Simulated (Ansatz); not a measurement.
Consider the following.

Zr$_{2}$AlN:
```yaml
crystal:
  lattice:
    - [3.22326, 0.00000, 0.00000]
    - [-1.61163, 2.79142, 0.00000]
    - [0.00000, 0.00000, 14.29197]
  atoms:
    - { symbol: Zr, position: [0.66667, 0.33333, 0.58822] }
    - { symbol: Zr, position: [0.33333, 0.66667, 0.41178] }
    - { symbol: Zr, position: [0.33333, 0.66667, 0.08822] }
    - { symbol: Zr, position: [0.66667, 0.33333, 0.91178] }
    - { symbol: Al, position: [0.66667, 0.33333, 0.25000] }
    - { symbol: Al, position: [0.33333, 0.66667, 0.75000] }
    - { symbol: N, position: [0.00000, 0.00000, 0.50000] }
    - { symbol: N, position: [0.00000, 0.00000, 0.00000] }
```

This is the PBEsol-relaxed structure. x, y and z are the axes in which the lattice vectors are written.

**Question.** All from plane-wave PAW PBEsol (Ansatz code), unless another level is named. Estimate the bulk modulus (Birch–Murnaghan fit).

**Answer.** 151 GPa.

**Question.** Next, the highest zone-centre frequency?

**Answer.** 530 cm⁻¹.

**Question.** Predict the elastic constants (relaxed ions, GPa).

**Answer.** C11 = 280, C12 = 81.8, C13 = 96.2, C33 = 253, C44 = 115.

Space group P6_3/mmc. The workflow started from a Materials Project entry (that database holds measured and hypothetical structures alike); the Crystallography Open Database copy checked does not list it. Whether it is the stable phase at ambient conditions was not checked. Symmetry was held in the PBEsol relaxation; whether a distortion lowers the energy is not shown. No spin polarisation was allowed. As this level gives no gap, shear constants depend on the k-mesh and smearing (Fermi–Dirac, 0.1 eV here). As this level gives no gap, phonon frequencies hold no LO–TO term and depend on the k-mesh and smearing (Fermi–Dirac, 0.1 eV here). On the denser mesh and wider smearing of the elastic run this cell carries a stress of 0.3 GPa.

Potentials: the later of the program's two PAW sets.
